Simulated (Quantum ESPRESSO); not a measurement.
LiOsNbMo5, a guest atom moved from site to site

A calculation, not a measurement. The program is pw.x of Quantum ESPRESSO 7.5 (plane-wave density functional theory). The cell is made up: eight metal atoms on a face-centred cubic lattice, with elements, volume, strain and displacements drawn at random and not relaxed, so it may be unstable or far from any real phase. PseudoDojo standard norm-conserving files set the functional (PBE unless stated); there is no spin polarisation or spin-orbit coupling, the Fermi-Dirac width of 0.25 eV means electrons at about 2900 K, and the masses in the input are unused placeholders. Heavy elements are run without spin-orbit coupling, which real alloys of them have. A spin test at this wide smearing found no moment, but such smearing suppresses magnetism that the real alloy may have.

The runs move one Li atom among sites that otherwise hold Mo. Cell, positions, cutoff, mesh and smearing stay as in the input of run 1; sites are counted in its order. Stress in the tables is positive in tension.

Input of run 1:

```
&control calculation='scf', pseudo_dir='./dojo.nc.sr.pbe.v0_5.standard.upf', outdir='./o', disk_io='medium', tprnfor=.true., tstress=.true. /
&system ibrav=0, nat=8, ntyp=4, nbnd=68, ecutwfc=82.02448710, nosym=.true., tot_charge=0,
 occupations='smearing', smearing='fd', degauss=0.0183746611
/
&electrons conv_thr=1.470e-08, electron_maxstep=70, mixing_beta=0.5 /
ATOMIC_SPECIES
Li 1.0 Li.upf
Mo 1.0 Mo.upf
Nb 1.0 Nb.upf
Os 1.0 Os.upf
CELL_PARAMETERS angstrom
-3.8536 -0.0069 -0.0263
-1.9468 -3.8778 -1.9932
-1.8943 -3.8539 5.879
ATOMIC_POSITIONS angstrom
Li 0.0714 -0.1166 -0.0481
Os -1.9359 -3.8525 1.955
Nb -1.9841 -1.9619 0.0484
Mo -3.7817 -5.9294 1.8996
Mo -3.7484 -3.9423 3.9177
Mo -3.8313 -3.9422 -0.0414
Mo -3.8925 -1.9222 1.8871
Mo -5.7781 -5.761 4.0695
K_POINTS automatic
7 5 4 1 1 1
```

```
run  elements on sites 1 to 8  free energy less that of run 1 (eV)  -TS (eV)  pressure (GPa)  stress xx (GPa)  stress yy (GPa)  stress zz (GPa)  stress yz (GPa)  stress xz (GPa)  stress xy (GPa)  iterations
  1   Li Os Nb Mo Mo Mo Mo Mo                                0.000    -1.611           17.88           -18.71           -17.75           -17.18            -0.79             0.90            -0.23          18
  2   Mo Os Nb Li Mo Mo Mo Mo                                0.926    -1.707           22.99           -22.89           -22.71           -23.37             1.62            -0.27            -0.66          18
  3   Mo Os Nb Mo Mo Li Mo Mo                                0.298    -1.630           19.76           -21.56           -19.04           -18.67             0.76             0.83            -0.68          18
  4   Mo Os Nb Mo Mo Mo Li Mo                                0.410    -1.682           19.85           -20.45           -19.74           -19.36             0.35            -0.46            -1.09          18
  5   Mo Os Nb Mo Mo Mo Mo Li                                0.509    -1.742           20.28           -20.83           -21.25           -18.76            -0.91             0.91            -0.41          16
```

Forces Fx Fy Fz (eV/Å):

```
site             run 1             run 2             run 3             run 4              run 5
   1   -0.39 1.31 0.51   -0.46 2.79 0.07   -0.76 2.56 1.95   -0.61 2.12 1.34   -0.56 2.96 -0.01
   2   0.55 -1.40 0.04   0.30 -1.46 0.53  0.42 -1.38 -0.45  0.48 -0.68 -0.06    0.34 -1.41 0.46
   3   0.64 0.07 -0.30  0.81 -1.92 -0.06   0.78 -2.56 0.66   0.88 -1.56 1.91   0.82 -1.66 -1.86
   4   -0.36 0.64 0.43   -0.28 0.59 0.22  -0.44 1.25 -0.01  -0.52 0.61 -0.49    -0.56 1.01 0.89
   5   -0.77 0.88 0.17  -0.49 1.41 -1.47  -0.64 1.08 -1.71  -0.47 1.30 -1.67  -0.38 -0.07 -0.84
   6   -0.64 0.04 0.08  -0.42 -0.40 1.62   -0.28 0.17 0.65  -0.37 -0.37 1.34    -0.54 0.59 0.67
   7   0.56 -0.22 1.18   0.29 -0.29 2.74    0.44 0.06 1.47   0.34 -0.50 0.73    0.58 -0.70 2.27
   8  0.41 -1.31 -2.10  0.24 -0.72 -3.66  0.49 -1.18 -2.57  0.28 -0.91 -3.10   0.29 -0.73 -1.57
```

The sites are displaced and not relaxed, so the energy differences mix bonding between neighbours with strain and are not ordering energies. A rerun of one cell of this series at a higher cutoff and on a denser mesh moved values by no more than 0.002 eV in energy, 0.06 GPa in stress and 0.012 eV/Å in force, and a second program with other atomic files agreed on that cell to 2 % rms in force and 0.5 GPa in pressure.